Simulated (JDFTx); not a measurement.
An input for JDFTx (a modified build) (Pt(111), linear PCM (GLSSA13), water, 1 M NaF; bohr, hartree) and the course of its log:

```
lattice \
  5.2689874820 2.6344937410 0.0000000000 \
  0.0000000000 4.5630770189 0.0000000000 \
  0.0000000000 0.0000000000 43.0857556415
coords-type Lattice
ion Pt 0.0000000000 0.0000000000 -0.1497749150 0
ion Pt 0.3333333330 0.3333333330 -0.0499249720 0
ion Pt 0.6666666670 0.6666666670 0.0499249720 0
ion Pt 0.0000000000 0.0000000000 0.1497749150 0
ion-species pseudo/pt_pbe_v1.4.upf
elec-cutoff 20 100
elec-ex-corr gga-PBE
coulomb-interaction Slab 001
coulomb-truncation-embed 0 0 0
kpoint-folding 8 8 1
elec-smearing Fermi 0.01
elec-n-bands 43
target-mu -0.179704
symmetries none
electronic-scf nIterations 100 energyDiffThreshold 1e-07
fluid LinearPCM
pcm-variant GLSSA13
fluid-solvent H2O
fluid-cation Na+ 1
fluid-anion F- 1
fluid-minimize nIterations 400 knormThreshold 1e-11
wavefunction read f0.wfns
elec-initial-eigenvals f0.eigenvals
elec-initial-fillings read f0.fillings
fluid-initial-state f0.fluidState
dump-name f0_u0.$VAR
dump End State Ecomponents EigStats BandEigs Forces ElecDensity IonicPositions Fillings Kpoints Dtot FluidDebug BoundCharge FluidDensity
```

```
[one cycle in 5 is shown, and the last three; fluid-solver lines are left out]
	FillingsUpdate:  mu: -0.179704000  nElectrons: 66.189463
SCF: Cycle:  0   G: -341.360604152447024   dG: +2.944e+00   |Residual|: 1.878e-01   |deigs|: 1.120e-08
	FillingsUpdate:  mu: -0.179704000  nElectrons: 64.391890
SCF: Cycle:  5   G: -344.233515089333309   dG: -1.677e-01   |Residual|: 2.587e-02   |deigs|: 2.096e-03
	FillingsUpdate:  mu: -0.179704000  nElectrons: 64.127050
SCF: Cycle: 10   G: -344.301159422443220   dG: -1.238e-03   |Residual|: 7.540e-03   |deigs|: 2.095e-04
	FillingsUpdate:  mu: -0.179704000  nElectrons: 64.068177
SCF: Cycle: 15   G: -344.304937944776611   dG: -6.749e-04   |Residual|: 1.262e-03   |deigs|: 8.541e-04
	FillingsUpdate:  mu: -0.179704000  nElectrons: 64.053081
SCF: Cycle: 20   G: -344.305047303731385   dG: +2.592e-07   |Residual|: 2.439e-04   |deigs|: 4.734e-04
	FillingsUpdate:  mu: -0.179704000  nElectrons: 64.055130
SCF: Cycle: 25   G: -344.305048650279616   dG: -4.306e-06   |Residual|: 7.445e-05   |deigs|: 4.986e-05
	FillingsUpdate:  mu: -0.179704000  nElectrons: 64.055114
SCF: Cycle: 30   G: -344.305048695388223   dG: -9.875e-08   |Residual|: 6.474e-05   |deigs|: 4.406e-06
	FillingsUpdate:  mu: -0.179704000  nElectrons: 64.054186
SCF: Cycle: 35   G: -344.305048949832440   dG: -6.064e-08   |Residual|: 5.070e-05   |deigs|: 2.389e-06
	FillingsUpdate:  mu: -0.179704000  nElectrons: 64.053190
SCF: Cycle: 40   G: -344.305047531821913   dG: +1.061e-06   |Residual|: 1.734e-04   |deigs|: 1.278e-05
	FillingsUpdate:  mu: -0.179704000  nElectrons: 64.052923
SCF: Cycle: 45   G: -344.305047685250884   dG: +1.160e-06   |Residual|: 1.368e-04   |deigs|: 1.085e-05
	FillingsUpdate:  mu: -0.179704000  nElectrons: 64.055430
SCF: Cycle: 50   G: -344.305048196607117   dG: +3.510e-07   |Residual|: 1.000e-04   |deigs|: 1.427e-05
	FillingsUpdate:  mu: -0.179704000  nElectrons: 64.055307
SCF: Cycle: 55   G: -344.305048495381357   dG: +4.959e-07   |Residual|: 8.003e-05   |deigs|: 5.738e-06
	FillingsUpdate:  mu: -0.179704000  nElectrons: 64.056553
SCF: Cycle: 60   G: -344.305045659999848   dG: +2.778e-06   |Residual|: 2.002e-04   |deigs|: 1.601e-05
	FillingsUpdate:  mu: -0.179704000  nElectrons: 64.056075
SCF: Cycle: 65   G: -344.305046990596281   dG: +1.510e-06   |Residual|: 1.564e-04   |deigs|: 1.355e-05
	FillingsUpdate:  mu: -0.179704000  nElectrons: 64.053529
SCF: Cycle: 70   G: -344.305048309186702   dG: +5.781e-07   |Residual|: 1.088e-04   |deigs|: 7.625e-06
	FillingsUpdate:  mu: -0.179704000  nElectrons: 64.054102
SCF: Cycle: 75   G: -344.305048550126685   dG: -7.396e-07   |Residual|: 1.305e-04   |deigs|: 1.003e-05
	FillingsUpdate:  mu: -0.179704000  nElectrons: 64.054733
SCF: Cycle: 80   G: -344.305048817327076   dG: -3.284e-07   |Residual|: 7.868e-05   |deigs|: 3.422e-06
	FillingsUpdate:  mu: -0.179704000  nElectrons: 64.055590
SCF: Cycle: 85   G: -344.305047909488962   dG: +4.340e-07   |Residual|: 1.300e-04   |deigs|: 1.355e-05
	FillingsUpdate:  mu: -0.179704000  nElectrons: 64.054309
SCF: Cycle: 90   G: -344.305048824685855   dG: -5.732e-08   |Residual|: 8.428e-05   |deigs|: 4.278e-06
	FillingsUpdate:  mu: -0.179704000  nElectrons: 64.055113
SCF: Cycle: 95   G: -344.305048646007265   dG: -3.695e-06   |Residual|: 6.945e-05   |deigs|: 1.139e-05
	FillingsUpdate:  mu: -0.179704000  nElectrons: 64.053629
SCF: Cycle: 97   G: -344.305048629332248   dG: +2.430e-07   |Residual|: 7.129e-05   |deigs|: 5.963e-06
	FillingsUpdate:  mu: -0.179704000  nElectrons: 64.055326
SCF: Cycle: 98   G: -344.305048434633420   dG: +1.947e-07   |Residual|: 9.027e-05   |deigs|: 1.053e-05
	FillingsUpdate:  mu: -0.179704000  nElectrons: 64.054379
SCF: Cycle: 99   G: -344.305048808155561   dG: -3.735e-07   |Residual|: 8.922e-05   |deigs|: 6.002e-06
SCF: None of the convergence criteria satisfied after 100 iterations.
IonicMinimize: Iter:   0  G: -344.305048808155561  |grad|_K:  0.000e+00
IonicMinimize: Converged (|grad|_K<1.000000e-04).
```

This run gave no converged result. The loop ran out of cycles short of its threshold. It has stalled and not diverged: the last ten energies span 4e-06 Ha, so the total is near its end, but levels, forces and the electron count aren't shown converged.
